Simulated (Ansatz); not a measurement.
**Profile along the N–Ti line in TiN (rock salt)**

TiN (rock salt)

```
CELL_PARAMETERS angstrom
      0.00000     2.12337     2.12337
      2.12337     0.00000     2.12337
      2.12337     2.12337     0.00000
ATOMIC_POSITIONS crystal
  N  0.00000 0.00000 0.00000
  Ti 0.50000 0.50000 0.50000
```

Fields along a shortest N–Ti line of a {100} plane (2.12 Å), from N to Ti, interpolated on the slice's grid (step about 0.2 Å). Calculation: PBE (plane waves to 420 eV, PAW, scalar-relativistic; Ansatz, a quantum-chemistry and plane-wave program). k mesh 19×19×19. Near the nuclei the fields are pseudised (PAW); where an atom keeps semicore shells as valence, they peak there. The PAW data are Ansatz's earlier set. TiN is run without spin polarisation. TiN was relaxed with its symmetry unable to fall.

| distance from N (Å) | valence electron density (e/Å³) | electron localisation function |
|---|---|---|
| 0.00 | 3.32 | x |
| 0.21 | 3.48 | x |
| 0.42 | 2.83 | 0.66 |
| 0.64 | 1.45 | 0.81 |
| 0.85 | 0.74 | 0.65 |
| 1.06 | 0.51 | 0.18 |
| 1.27 | 0.82 | 0.23 |
| 1.48 | 2.73 | 0.64 |
| 1.70 | 6.85 | 0.74 |
| 1.91 | 10.75 | x |
| 2.12 | 12.14 | x |

x: too close to a nucleus for the ELF to mean much.

Density on the N–Ti line (2.12 Å) at its midpoint: 0.51 e/Å³. ELF at that point: 0.18.
